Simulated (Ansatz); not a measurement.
An Ansatz run on In3GaAs4, ordered on the zincblende lattice (Pmm2) with 8 atoms a cell left the output below. Cell and atoms come from a relaxation with r2SCAN.

The cell:
```cif
data_structure
_symmetry_space_group_name_H-M 'P 1'
_symmetry_Int_Tables_number 1
_cell_length_a 4.2376
_cell_length_b 8.4854
_cell_length_c 6.0000
_cell_angle_alpha 90.000
_cell_angle_beta 90.000
_cell_angle_gamma 90.000
_cell_volume 215.75
loop_
_atom_site_label
_atom_site_type_symbol
_atom_site_fract_x
_atom_site_fract_y
_atom_site_fract_z
_atom_site_occupancy
Ga1 Ga 0.00000 0.00000 0.99695 1
As1 As 0.50000 0.00000 0.22151 1
In1 In 0.50000 0.24084 0.49975 1
As2 As 0.00000 0.23763 0.76025 1
In2 In 0.00000 0.50000 0.00159 1
As3 As 0.50000 0.50000 0.25997 1
In3 In 0.50000 0.75916 0.49975 1
As4 As 0.00000 0.76237 0.76025 1
```

The log, with set-up remarks and timings taken out:
```
scf.n_extra_bands = 6 over 56 filled bands (N_el = 112.0): the run solves 62 bands
Pseudopotential: Ga, paw, valence charge 13, recommended cutoff 420 eV (normal)
Pseudopotential: As, paw, valence charge 15, recommended cutoff 420 eV (normal)
Pseudopotential: In, paw, valence charge 13, recommended cutoff 420 eV (normal)
Functional definition: PBE
Crystal: 8 atoms, lattice volume = 215.746 Å³
Basis set: ecut = 420 eV, 4207 PW (Γ)
Symmetry: 4 space group operations
Space group: Pmm2 (ITA 25)
k-points: 36 of 96 (time reversal used)
preconditioner: auto → Kerker (q_TF=auto, 2.446 Å⁻¹)  [metal: Δε(μ)=0.030 eV  σ=0.020 eV  ℏωp=21.5 eV]
SCF converged after 10 iterations
Free energy (F): -40003.102320 eV
Internal energy: -40003.101486 eV  (E = F + TS)
E sigma→0 (E₀):  -40003.101903 eV
Entropy (-TS):   -0.000834 eV (-0.104 meV/atom)
Fermi energy:    7.653917 eV
--- Per-component energies (eV) ---
  E_band       = -1276.127970
  E_kinetic    = 1258.270923
  E_local      = -13943.593999
  E_nonlocal   = -1155.701899
  E_hartree    = 6816.947902
  E_xc         = -1031.330180
  E_vxc        = -672.336196
  E_paw        = -21796.515257
  E_vpaw       = -396.663281
  E_ewald      = -10151.178978
  E_smearing   = -0.000834
--- Forces (eV/Å), atoms counted from 1 ---
  atom   1  Ga      0.00000      0.00000      0.04238
  atom   2  As      0.00000      0.00000    -0.01418
  atom   3  In      0.00000    -0.00953    -0.00546
  atom   4  As      0.00000      0.03121    -0.00038
  atom   5  In      0.00000      0.00000    -0.03331
  atom   6  As      0.00000      0.00000      0.01678
  atom   7  In      0.00000      0.00953    -0.00546
  atom   8  As      0.00000    -0.03121    -0.00038
--- Stress (GPa, compression-positive) ---
        2.202492       0.000000       0.000000
        0.000000       2.231561       0.000000
        0.000000       0.000000       2.224452
  P = ⅓ Tr σ = 2.2195 GPa (22.195 kbar)
--- Band table (eV; the first three rows and the last of 36) ---
  k-point 0: bands = […, 5.3256, 6.4809, 6.7290, 7.3917, 7.5809, 7.6276, 7.6586, 9.1102, 9.5136, 10.1043, …]
  k-point 1: bands = […, 5.6942, 5.7091, 6.4932, 6.7637, 7.1004, 7.1546, 9.0176, 9.3005, 9.5494, 9.7021, …]
  k-point 2: bands = […, 6.3287, 6.3542, 6.6222, 6.6612, 6.6857, 6.7997, 8.3457, 8.6735, 9.7838, 9.8478, …]
  k-point 35: bands = […, 4.9589, 4.9636, 5.9634, 5.9771, 5.9993, 6.0246, 10.3017, 10.3260, 10.3739, 10.5088, …]
```

Question: Which of these blocks stood in the input: relax, gw, phonons, dielectric, magnetization (spin_orbit)?

Answer: None of them. A single point prints forces and stress when the output block asks for them.

Question: Which k mesh was typed?

Answer: 6×4×4, Γ-centred. The answer isn't unique; the calculation gave this one.

Question: How were the bands filled?

Answer: With smearing of width σ = 0.02 eV (Fermi-Dirac in this run).

With PBE the valence top at Y–Γ (0.90 of the way from Y) and the conduction bottom at Γ reach the same energy, so the least gap is zero; the least direct gap is 0.03 eV.

Command: `ansatz run input.yaml --threads 2 --pin off --max-ram 20275MiB --backend cpu --events-out ev --progress --plain --runs-dir out`. It took 46 s on 2 threads of AMD EPYC 7R13 Processor (Zen 3), with other jobs on the host, load about 3.9 per core; peak host memory 1.3 GiB.

Spin-unpolarised throughout. Whether this structure exists isn't addressed.

Spin-orbit coupling is left out, which matters wherever the heavy atoms make up the band edges.
